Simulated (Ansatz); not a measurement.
An Ansatz (a program for electronic structure) run. Input:

Ansatz 0.2 input:
```yaml
crystal:
  lattice:
    - [-1.887992636, 1.887992636, 4.3182333451]
    - [1.887992636, -1.887992636, 4.3182333451]
    - [1.887992636, 1.887992636, -4.3182333451]
  atoms:
    - { symbol: Ta, position: [0.0, 0.0, 0.0] }
    - { symbol: Ga, position: [0.5, 0.5, 0.0] }
    - { symbol: Ga, position: [0.75, 0.25, 0.5] }
    - { symbol: Ga, position: [0.25, 0.75, 0.5] }
kpoints:
  mp_grid: { grid: [11, 11, 11] }
  band_path:
    path:
      - [[0.0, 0.0, 0.0], [0.0, 0.0, 0.5], [0.25, 0.25, 0.25], [0.0, 0.5, 0.0], [0.0, 0.0, 0.0], [0.5, 0.5, -0.5], [0.2977890489, 0.7022109511, -0.2977890489]]  # Γ-X-P-N-Γ-M-S
      - [[-0.2977890489, 0.2977890489, 0.2977890489], [0.0, 0.0, 0.0]]  # S_0-Γ
      - [[0.0, 0.0, 0.5], [-0.0955780978, 0.0955780978, 0.5]]  # X-R
      - [[0.5, 0.5, -0.0955780978], [0.5, 0.5, -0.5]]  # G-M
    npoints: 8
basis: { xc_grid: 2 }
hamiltonian:
  xc: pbesol
  pseudopotentials: { kind: paw }
magnetization: { noncollinear: true, spin_orbit: true }
scf:
  n_extra_bands: 12
  convergence: { dr2_threshold: 0.0000000001 }
  occupations: { method: gaussian, width: 0.05 }
output: { eigenvalues: true }
```

Output (shortened):

```
Pseudopotential: Ta, paw_fr, valence charge 13
Pseudopotential: Ga, paw_fr, valence charge 13
Functional definition: PBEsol
non-collinear run that drives no moment, with spin-orbit …
Crystal: 4 atoms, lattice volume = 61.570 Å³
Basis set: ecut = 420 eV, 1203 PW (Γ), exchange–correlation on 72×72×72 points (8 copies of the dense FFT grid, shifted against one another)
Bands: 64, of which v1, the nominal top of the filled ones, is band 52 counted from 1 (51 counted from 0)
Symmetry: 16 space group operations + 16 with time reversal
k-points: 126 of 1331
Projection manifold: j_resolved (fully-relativistic pseudo-atomic orbitals)
SCF iter   1: F=—  HF=-21060.116404 eV  |F-HF|=—  |Δ(HF+E_count)|=         —  Δρ=5.16e-2  dr2=2.74e0  dr2_m=0.00e0 (ungated)  ethr=3.10e-3  |M|=0.00e0 ∫|m|=0.00e0 μB  |m|>n=0.0e0 m-floor=0.0e0 τ_xc=0.0e0  β_m=0.30  ⟨swp⟩=5.9  Hψ=17853  notcnv=0  defer=18
preconditioner: auto → Kerker (q_TF=auto, 2.653 Å⁻¹)
spin=Noncollinear: Kerker preconditioning applied to the charge; magnetization (m_x, m_y, m_z) channels mix plain (no charge-response kernel on spin).
SCF iter   2: F=—  HF=-21059.679618 eV  |F-HF|=—  |Δ(HF+E_count)|=   4.37e-1  Δρ=3.58e-2  dr2=1.20e0  dr2_m=0.00e0 (ungated)  ethr=3.10e-3  |M|=0.00e0 ∫|m|=0.00e0 μB  |m|>n=0.0e0 m-floor=0.0e0 τ_xc=0.0e0  β_m=0.50  ⟨swp⟩=3.0  Hψ=7208  notcnv=0  defer=684
SCF iter   3: F=—  HF=-21059.402094 eV  |F-HF|=—  |Δ(HF+E_count)|=   2.78e-1  Δρ=1.48e-2  dr2=1.77e-1  dr2_m=0.00e0 (ungated)  ethr=2.30e-3  |M|=0.00e0 ∫|m|=0.00e0 μB  |m|>n=0.0e0 m-floor=0.0e0 τ_xc=0.0e0  β_m=0.54  ⟨swp⟩=2.0  Hψ=4583  notcnv=0  defer=686
SCF iter   4: F=—  HF=-21059.352106 eV  |F-HF|=—  |Δ(HF+E_count)|=   5.00e-2  Δρ=4.03e-3  dr2=9.48e-3  dr2_m=0.00e0 (ungated)  ethr=3.40e-4  |M|=0.00e0 ∫|m|=0.00e0 μB  |m|>n=0.0e0 m-floor=0.0e0 τ_xc=0.0e0  β_m=0.77  ⟨swp⟩=2.5  Hψ=6680  notcnv=0  defer=682
SCF iter   5: F=—  HF=-21059.352002 eV  |F-HF|=—  |Δ(HF+E_count)|=   1.04e-4  Δρ=1.17e-3  dr2=5.87e-4  dr2_m=0.00e0 (ungated)  ethr=1.82e-5  |M|=0.00e0 ∫|m|=0.00e0 μB  |m|>n=0.0e0 m-floor=0.0e0 τ_xc=0.0e0  β_m=0.89  ⟨swp⟩=2.0  Hψ=7238  notcnv=0  defer=670
SCF iter   6: F=—  HF=-21059.351778 eV  |F-HF|=—  |Δ(HF+E_count)|=   2.23e-4  Δρ=2.65e-4  dr2=4.14e-5  dr2_m=0.00e0 (ungated)  ethr=1.13e-6  |M|=0.00e0 ∫|m|=0.00e0 μB  |m|>n=0.0e0 m-floor=0.0e0 τ_xc=0.0e0  β_m=0.93  ⟨swp⟩=2.0  Hψ=6494  notcnv=0  defer=668
SCF iter   7: F=—  HF=-21059.351787 eV  |F-HF|=—  |Δ(HF+E_count)|=   8.22e-6  Δρ=8.07e-5  dr2=4.98e-6  dr2_m=0.00e0 (ungated)  ethr=7.96e-8  |M|=0.00e0 ∫|m|=0.00e0 μB  |m|>n=0.0e0 m-floor=0.0e0 τ_xc=0.0e0  β_m=0.97  ⟨swp⟩=2.0  Hψ=6461  notcnv=0  defer=668
SCF iter   8: F=—  HF=-21059.351817 eV  |F-HF|=—  |Δ(HF+E_count)|=   3.05e-5  Δρ=1.80e-5  dr2=2.67e-7  dr2_m=0.00e0 (ungated)  ethr=9.58e-9  |M|=0.00e0 ∫|m|=0.00e0 μB  |m|>n=0.0e0 m-floor=0.0e0 τ_xc=0.0e0  β_m=0.98  ⟨swp⟩=2.0  Hψ=4669  notcnv=0  defer=668
SCF iter  12: F=-21059.351817 eV  HF=-21059.351817 eV  |F-HF|=4.37e-11  |Δ(HF+E_count)|=  9.82e-11  Δρ=1.50e-7  dr2=1.93e-11  dr2_m=0.00e0 (ungated)  ethr=1.00e-12  |M|=0.00e0 ∫|m|=0.00e0 μB  |m|>n=0.0e0 m-floor=0.0e0 τ_xc=0.0e0  ⟨swp⟩=8.9  Hψ=13898  notcnv=0
SCF 1 converged in 12 iterations: F = -21059.351817 eV  dr2 = 1.93e-11
NSCF: frozen V_eff on 76 k-points
SCF converged after 12 iterations
Magnetization: |M| = 0.0000 μB,  M = (+0.0000, +0.0000, +0.0000) μB
Absolute magnetization: 0.0000 μB (∫|m|)
  site 0: m = (+0.0000, +0.0000, +0.0000) μB, |m| = 0.0000 μB  (R = 1.10 Å)
  site 1: m = (+0.0000, +0.0000, +0.0000) μB, |m| = 0.0000 μB  (R = 1.10 Å)
  site 2: m = (+0.0000, +0.0000, +0.0000) μB, |m| = 0.0000 μB  (R = 1.10 Å)
  site 3: m = (+0.0000, +0.0000, +0.0000) μB, |m| = 0.0000 μB  (R = 1.10 Å)
Free energy (F): -21059.351817 eV
Harris-Foulkes:  -21059.351817 eV  (|F-HF|=4.37e-11)
Internal energy: -21059.351066 eV  (E = F + TS)
E sigma→0 (E₀):  -21059.351442 eV
Entropy (-TS):   -0.000751 eV (-0.188 meV/atom)
Fermi energy:    15.515967 eV
--- Per-component energies (eV) ---
  E_band       = -69.328395
  E_kinetic    = 719.378892
  E_local      = -5366.261723  (includes V_loc(G=0)·N_el)
  E_nonlocal   = 1289.172545
  E_hartree    = 2507.357302
  E_xc         = -426.402339
  E_vxc        = -383.339313  (∫ρ·V_xc dr)
  E_paw        = -14137.291112  (= ΣΔE_a)
  E_vpaw       = -1342.993045  (= ΣTr[D̂ρ^β])
  E_aug_tail   = -0.000214  (compensation charges beyond the density's cutoff)
  E_ewald      = -5648.120468
  E_core_change = 2.816051  (= ΣΔE_core)
  E_smearing   = -0.000751  (= −TS)
  E_closure    = 0.000000  (closes the sum)
  Σ components = -21059.351817   (vs F -21059.351817, Δ=0.00e0)
  [band-id]    e_kinetic+e_local+e_nonlocal+2·e_hartree+e_vxc+e_vpaw+e_augmentation_tail = -69.328255   (vs E_band -69.328395, Δ=1.40e-4)
--- Band table (eV; the first three rows and the last of 126) ---
  k-point 0: bands = ["-52.5813", "-52.5813", "-25.5474", "-25.5474", "-16.9099", "-16.9099", "-16.7945", "-16.7945", "-0.2820", "-0.2820", "-0.2406", "-0.2406", "-0.1938", "-0.1938", "-0.1655", "-0.1655", "-0.1408", "-0.1408", "-0.0830", "-0.0830", "0.2326", …
  k-point 1: bands = ["-52.5812", "-52.5812", "-25.5488", "-25.5488", "-16.9165", "-16.9165", "-16.7961", "-16.7961", "-0.2642", "-0.2642", "-0.2362", "-0.2362", "-0.1878", "-0.1878", "-0.1507", "-0.1507", "-0.1319", "-0.1319", "-0.0820", "-0.0820", "0.2320", …
  k-point 2: bands = ["-52.5807", "-52.5807", "-25.5523", "-25.5523", "-16.9332", "-16.9332", "-16.7999", "-16.7999", "-0.2434", "-0.2434", "-0.2143", "-0.2143", "-0.1762", "-0.1762", "-0.1220", "-0.1220", "-0.1028", "-0.1028", "-0.0811", "-0.0811", "0.2304", …
  k-point 125: bands = ["-52.5812", "-52.5812", "-25.5487", "-25.5487", "-16.9134", "-16.9134", "-16.8012", "-16.8012", "-0.2727", "-0.2727", "-0.2485", "-0.2485", "-0.2391", "-0.2391", "-0.2220", "-0.2220", "-0.1714", "-0.1714", "-0.0962", "-0.0962", …
```

Cost: very roughly 2.4 core-minutes on shared cores.

Space group I4/mmm. The first step of the workflow began from a Materials Project structure, measured or hypothetical; the Crystallography Open Database files this formula in space group No. 139, but the cells were not matched. Its standing as an ambient phase is unchecked. The PBEsol relaxation kept the symmetry of its start; of distortions, only those at the zone centre were tested. The run is not spin-polarised.

Potentials: the later of the program's two PAW sets.

Ansatz is a plane-wave DFT program.
